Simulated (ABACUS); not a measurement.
A self-consistent single point of MoS2 (R3m, 3 atoms in the cell; from Materials Project mp-1434) with ABACUS.

All values come from this method and carry its errors: PBE, numerical atomic orbitals TZP (confined pseudo-atomic orbitals with Gaussian additions; energy shift 0.01 Ry), PseudoDojo 0.5 standard norm-conserving PBE (tails mended) pseudopotentials (ABACUS).

```
MoS2
1.0
    1.59215     0.91923     6.48210
   -1.59215     0.91923     6.48210
    0.00000    -1.83846     6.48210
Mo S
1 2
Direct
  0.99978   0.99978   0.99978
  0.41294   0.41294   0.41294
  0.25330   0.25330   0.25330
```

Reference input (self-consistent single point, DFT, PBE, numerical atomic orbitals TZP (confined pseudo-atomic orbitals with Gaussian additions; energy shift 0.01 Ry), PseudoDojo 0.5 standard norm-conserving PBE (tails mended) pseudopotentials): basis = TZP numerical atomic orbitals, energy shift 0.01 Ry; KPT = Gamma 12 12 12 0 0 0; basis_type = lcao; dft_functional = PBE; ecutwfc = 100 Ry; smearing_method = gaussian; smearing_sigma = 0.000734986 Ry; potentials = PseudoDojo 0.5 standard norm-conserving PBE (tails mended); symmetry = 1; symmetry_prec = 1e-05; ks_solver = genelpa; scf_nmax = 100. This run's input differs from it in these lines:

```diff
@@ -55,3 +55,3 @@
 Gamma
-12 12 12 0 0 0
+1 1 1 0 0 0
```

The program printed (abridged):

```
 SELF-CONSISTENT
 -------------------------------------------

                  longest orb rcut (Bohr) = 8.2
   longest nonlocal projector rcut (Bohr) = 1.5
                     search radius (Bohr) = 19.4

                          real space grid = [ 81, 81, 81 ]

                                 init_chg = atomic

 LCAO ALGORITHM --------------- ION=   1  ELEC=   1--------------------------------

 Density error is 0.121854876277
 E_KohnSham     -184.0710585980      -2504.4152338242
 E_Fermi        0.8021281220         10.9135129853

 LCAO ALGORITHM --------------- ION=   1  ELEC=   2--------------------------------

   [... lines left out ...]

   [... 8 blocks of this kind left out ...]

 LCAO ALGORITHM --------------- ION=   1  ELEC=  11--------------------------------

 Density error is 3.15497644084e-07
 E_KohnSham     -184.1268906916      -2505.1748684293
 E_Fermi        0.8077387259         10.9898491672

 LCAO ALGORITHM --------------- ION=   1  ELEC=  12--------------------------------

 Density error is 6.55821239337e-08
 E_KohnSham     -184.1268906916      -2505.1748684293
 E_KS(sigma->0) -184.1268906916      -2505.1748684293
 E_entropy(-TS) -0.0000000000        -0.0000000000
 E_Fermi        0.8077386721         10.9898484360
 charge density convergence is achieved
 final etot is -2505.1748684 eV
 EFERMI = 10.989848436 eV

 STATE ENERGY(eV) AND OCCUPATIONS    NSPIN == 1
   [... 20 lines left out ...]

 TOTAL-FORCE (eV/Angstrom)
                       Mo1         0.0000000000         0.0000000000         0.0477787042
                        S1         0.0000000000         0.0000000000        -3.3187089271
                        S2         0.0000000000         0.0000000000         3.2709302229

 TOTAL-STRESS (KBAR)
       287.7638716723         0.0000000000         0.0000000000
         0.0000000000       287.7640163577         0.0000000000
         0.0000000000         0.0000000000      -111.2649081663
 TOTAL-PRESSURE: 154.754327 KBAR

 --------------------------------------------
 !FINAL_ETOT_IS -2505.1748684293147562 eV
 --------------------------------------------
```

The run converged in 12 iterations. Against the reference run the free energy rises by 2.74 eV/atom, the pressure goes from 1.68 to 15.48 GPa and the largest force goes from 0.350 to 3.319 eV/Å.

The atom-centred basis is finite, which shifts total energies, pressures and forces against plane waves. This run is one point of a test of settings, so its values need not be converged; read them against the reference run alone. The structure comes from a collection of computed structures, made at another level of theory; the collection holds predicted forms beside known ones. With one or two k-points the zone of this small cell is coarsely sampled: energies, forces and stress carry that error and can break the symmetry, so a converged loop does not mean converged values.

Cost on one core: about 50 core-seconds (a rough figure).

The atomic orbitals were generated for these runs; they are not ABACUS's published sets and were checked against plane waves on a few crystals only.

“Tails mended”: in these copies of the files the far tail of each local potential was reset to the Coulomb form.
